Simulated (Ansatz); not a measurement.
A geometry of NbRu away from equilibrium: step 12 of the relaxation of a randomly generated symmetric cell of NbRu (space group No. 129). Level of theory: PBEsol (plane waves to 420 eV, PAW, scalar-relativistic; Ansatz, a program for electronic structure). Γ-centred k-mesh 6×6×14 on the run's cell (coarser than for final values), Fermi–Dirac smearing 0.05 eV.

```xyz
4
Lattice="4.6099 0.0000 0.0000 0.0000 4.6099 0.0000 0.0000 0.0000 2.8686" Properties=species:S:1:pos:R:3:forces:R:3 pbc="T T T" free_energy=-20624.461 pressure_GPa=4.2
Nb     0.0000     0.0000     1.4343    0.0000    0.0000    0.0000
Nb     2.3049     2.3049     1.4343    0.0000    0.0000    0.0000
Ru     2.3049     0.0000    -0.0002    0.0000    0.0000    0.0005
Ru     0.0000     2.3049     2.8688    0.0000    0.0000   -0.0005
```

Positions in Å, forces in eV/Å, free energy of the cell in eV (comparable only within this code, potentials and settings). Largest force: all forces are below 0.005 eV/Å; the geometry lies 0.03 eV/atom above the end of its relaxation.

No spin polarisation in the result.

The run could not lose the symmetry of its start: the end is stationary, and may be a saddle point rather than a minimum.

The end of the path is a generated cell of NbRu: the first start was made by a random draw of sites in a space group, and the end was not matched to a known phase here, so it may be hypothetical.
